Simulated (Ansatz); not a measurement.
**V: strain energy, fitted**

V, Im-3m, a = 2.959 Å. Ansatz: PBEsol, PAW, 420 eV, Γ-centred 14×14×14 mesh on 2 atoms, Gaussian smearing 0.10 eV; no spin polarisation. Series: strain along c alone, the other axes held, atoms fixed by symmetry; x is the strain in per cent. y is the free energy over the unstrained cell, V0 = 12.952 Å³/atom.

```tsv
x (%)	y (meV/atom)
-6.0	?
-4.0	20.62
-2.0	4.90
0.0	0.00
2.0	4.94
4.0	18.42
6.0	39.07
```

Problem. Fit y = c2 x² + c3 x³ to the other rows, turn c2 into a modulus, and predict the missing energy.

Solution. Least squares on the rows shown. y = 1.2116 x² − 0.020420 x³. In eV per unit strain² c2 is 12.12; this is C33 with relaxed ions (E = ½ C33 V0 ε²): 2 × 12.12 × 160.2 / (12.952) = 300 GPa. The unstrained cell keeps some stress along the strain, worth a slope of 0.10 meV/atom per %, which the form leaves out. At x = -6.0 the fit asked for gives 48.03 meV/atom. The run gave 47.63 meV/atom, so the fit is 0.40 meV/atom too high, within twice the rms miss on the fitted rows (0.21 meV/atom).